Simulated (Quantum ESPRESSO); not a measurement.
Parts of the isotropic shielding in Na₄I₃Br, by PBE GIPAW on JTH datasets (Quantum ESPRESSO, modified build), 30 Ha, k-mesh 3×3×3 shifted:

```yaml
crystal:
  lattice:
    - [6.40801, 0.00000, 0.00000]
    - [0.00000, 6.40801, 0.00000]
    - [0.00000, 0.00000, 6.40801]
  atoms:
    - { symbol: Na, position: [0.00000, 0.00000, 0.00000] }
    - { symbol: Br, position: [0.50000, 0.00000, 0.00000] }
    - { symbol: Na, position: [0.00000, 0.50000, 0.50000] }
    - { symbol: I, position: [0.50000, 0.50000, 0.50000] }
    - { symbol: Na, position: [0.50000, 0.00000, 0.50000] }
    - { symbol: I, position: [0.00000, 0.00000, 0.50000] }
    - { symbol: Na, position: [0.50000, 0.50000, 0.00000] }
    - { symbol: I, position: [0.00000, 0.50000, 0.00000] }
```
The cell was made here from a computed Materials Project entry: one of 4 I replaced by Br, cell and atoms relaxed (PBE without dispersion, pw.x of Quantum ESPRESSO, symmetry kept). The parent is NaI in Fm-3m. The swapped cell is a model, not a known phase. Stability against distortions was not tested.

The core term is that of the free atom's frozen core; the paramagnetic column sums the reconstruction terms. These are absolute shieldings with no macroscopic susceptibility term; δ = σ_ref − σ needs a reference computed alike. In our sweeps, cutoffs and meshes of this size left a few ppm, and up to some 20 ppm on atoms from Zn on. Spin–orbit coupling is left out; its weight grows with the heaviest atom, I here. No d partial waves on Na, Br, I: the paramagnetic term there is incompletely reconstructed. The structure is static (0 K, no zero-point motion).

```csv
site,core,bare (smooth current),diamagnetic correction,paramagnetic corrections,σ_iso (ppm)
"Na1 (atoms 1, 5, 7)",377.3,82.0,154.7,(withheld),(withheld)
Br (atom 2),3103.4,74.3,-8.1,(withheld),(withheld)
Na2 (atom 3),377.3,81.8,154.7,(withheld),(withheld)
"I (atoms 4, 6, 8)",5697.1,62.8,-7.1,(withheld),(withheld)
```

Problem. Fill in the missing entries.

Solution. 
- Na1 (atoms 1, 5, 7), paramagnetic corrections: -66.5
- Na1 (atoms 1, 5, 7), σ_iso (ppm): 547.5
- Br (atom 2), paramagnetic corrections: -478.3
- Br (atom 2), σ_iso (ppm): 2691.3
- Na2 (atom 3), paramagnetic corrections: -71.9
- Na2 (atom 3), σ_iso (ppm): 541.9
- I (atoms 4, 6, 8), paramagnetic corrections: -876.3
- I (atoms 4, 6, 8), σ_iso (ppm): 4876.4
